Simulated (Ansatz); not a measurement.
ZrTa:
```cif
data_TaZr
_chemical_formula_sum 'Ta1 Zr1'
_space_group_name_H-M_alt 'P4/mmm'
_space_group_IT_number 123
_space_group_name_Hall '-P 4 2'
_cell_length_a 2.84889
_cell_length_b 2.84889
_cell_length_c 4.85653
_cell_angle_alpha 90.000
_cell_angle_beta 90.000
_cell_angle_gamma 90.000
loop_
_atom_site_label
_atom_site_type_symbol
_atom_site_symmetry_multiplicity
_atom_site_Wyckoff_symbol
_atom_site_fract_x
_atom_site_fract_y
_atom_site_fract_z
_atom_site_occupancy
Ta1 Ta 1 a 0.00000 0.00000 0.00000 1
Zr1 Zr 1 d 0.50000 0.50000 0.50000 1
```

Relaxed with PBEsol.

Question: Which orbitals make up the states near the Fermi level in plane-wave PAW PBEsol (Ansatz code)?

Answer: Within 0.5 eV of the Fermi level: Zr 4d 45 %, Ta 5d 42 %. Projections are on Löwdin-orthogonalised atomic valence shells; empty p or d shells of many metals are not among them.

Question: Tabulate the density of states.

Answer: States/eV per cell of 2 atoms, in 0.25 eV bins, energy from the Fermi level.

| E (eV) | total | Ta 5d | Zr 4d | Ta 6s |
|---|---|---|---|---|
| -7.05 | 0.00 | 0.00 | 0.00 | 0.00 |
| -6.80 | 0.03 | 0.00 | 0.00 | 0.02 |
| -6.55 | 0.08 | 0.00 | 0.00 | 0.04 |
| -6.30 | 0.12 | 0.00 | 0.00 | 0.06 |
| -6.05 | 0.15 | 0.00 | 0.00 | 0.08 |
| -5.80 | 0.19 | 0.01 | 0.01 | 0.10 |
| -5.55 | 0.24 | 0.01 | 0.01 | 0.13 |
| -5.30 | 0.28 | 0.02 | 0.01 | 0.16 |
| -5.05 | 0.30 | 0.02 | 0.02 | 0.17 |
| -4.80 | 0.33 | 0.02 | 0.03 | 0.18 |
| -4.55 | 0.38 | 0.03 | 0.04 | 0.20 |
| -4.30 | 0.46 | 0.06 | 0.08 | 0.22 |
| -4.05 | 0.72 | 0.13 | 0.21 | 0.27 |
| -3.80 | 0.72 | 0.14 | 0.22 | 0.23 |
| -3.55 | 1.09 | 0.31 | 0.36 | 0.22 |
| -3.30 | 1.53 | 0.54 | 0.51 | 0.22 |
| -3.05 | 1.95 | 0.79 | 0.63 | 0.20 |
| -2.80 | 1.98 | 0.85 | 0.69 | 0.15 |
| -2.55 | 2.06 | 1.03 | 0.70 | 0.08 |
| -2.30 | 2.15 | 1.16 | 0.75 | 0.03 |
| -2.05 | 2.16 | 1.17 | 0.79 | 0.02 |
| -1.80 | 2.27 | 1.23 | 0.88 | 0.02 |
| -1.55 | 1.89 | 1.04 | 0.74 | 0.02 |
| -1.30 | 2.59 | 1.35 | 1.09 | 0.02 |
| -1.05 | 2.32 | 1.21 | 0.96 | 0.03 |
| -0.80 | 2.46 | 1.38 | 0.87 | 0.06 |
| -0.55 | 2.68 | 1.47 | 0.89 | 0.10 |
| -0.30 | 2.51 | 1.06 | 1.12 | 0.09 |
| -0.05 | 3.25 | 1.20 | 1.67 | 0.08 |
| 0.20 | 2.59 | 1.13 | 1.10 | 0.09 |
| 0.45 | 2.41 | 1.02 | 1.05 | 0.08 |
| 0.70 | 1.97 | 0.69 | 0.97 | 0.06 |
| 0.95 | 1.50 | 0.48 | 0.75 | 0.05 |
| 1.20 | 1.04 | 0.36 | 0.48 | 0.04 |
| 1.45 | 1.09 | 0.46 | 0.44 | 0.05 |
| 1.70 | 1.42 | 0.70 | 0.57 | 0.05 |
| 1.95 | 2.32 | 1.26 | 0.87 | 0.05 |
| 2.20 | 2.56 | 1.42 | 0.98 | 0.04 |
| 2.45 | 2.84 | 1.63 | 1.05 | 0.04 |
| 2.70 | 2.25 | 1.25 | 0.87 | 0.04 |
| 2.95 | 2.00 | 1.00 | 0.87 | 0.03 |
| 3.20 | 1.67 | 0.66 | 0.87 | 0.02 |
| 3.45 | 1.72 | 0.62 | 0.96 | 0.02 |
| 3.70 | 1.67 | 0.69 | 0.85 | 0.02 |
| 3.95 | 1.56 | 0.67 | 0.78 | 0.02 |
| 4.20 | 1.63 | 0.66 | 0.85 | 0.03 |
| 4.45 | 1.64 | 0.67 | 0.84 | 0.03 |
| 4.70 | 1.83 | 0.73 | 0.97 | 0.04 |

The start of the workflow was typed in or built on a structure type; neither database checked (COD, Materials Project) lists it. Whether it is the stable phase at ambient conditions was not checked. Symmetry was held in the PBEsol relaxation. At this level the phase is mechanically unstable. No spin polarisation was allowed. Its formation energy is positive at this level, so the cell may be metastable or incomplete. Spin–orbit coupling is left out wherever it is not named.

Potentials: the later of the program's two PAW sets.
